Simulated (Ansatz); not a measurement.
The relaxed structure here is a generated cell of SnTe: the first start was made by a random draw of sites in a space group, and the end was not matched to a known phase here, so it may be hypothetical. Known forms of SnTe include space group No. 225.

One starting cell of SnTe (a randomly generated symmetric cell of SnTe (space group No. 46)) was relaxed twice with Ansatz (plane waves, PAW, scalar-relativistic): with r2SCAN at 500 eV and with PBE at 420 eV. The r2SCAN result:

```xyz
2
Lattice="4.1556 0.0000 0.0000 0.0000 2.1195 3.6720 0.0000 -2.1195 3.6720" Properties=species:S:1:pos:R:3 pbc="T T T"
Sn     2.0778     0.0000     6.9918
Te     0.0000     0.0000     2.0947
```

```csv
quantity,r2SCAN,PBE
space group,P-6m2,P-6m2
volume (Å³/atom),32.34,[?]
a (Å),4.239,[?]
c (Å),4.156,[?]
"gap (eV, no spin-orbit coupling)",0.00,[?]
```

**Question.** What does PBE give for the same quantities?

**Answer.** 
- volume (Å³/atom), PBE: 32.94
- a (Å), PBE: 4.273
- c (Å), PBE: 4.166
- gap (eV, no spin-orbit coupling), PBE: 0.00

Both levels end in the same structure; PBE's volume is 1.9 % larger. Neither column is exact.

No spin polarisation in the result.

The run could not lose the symmetry of its start, so the end can be a saddle point.

Ansatz is a quantum-chemistry and plane-wave program.
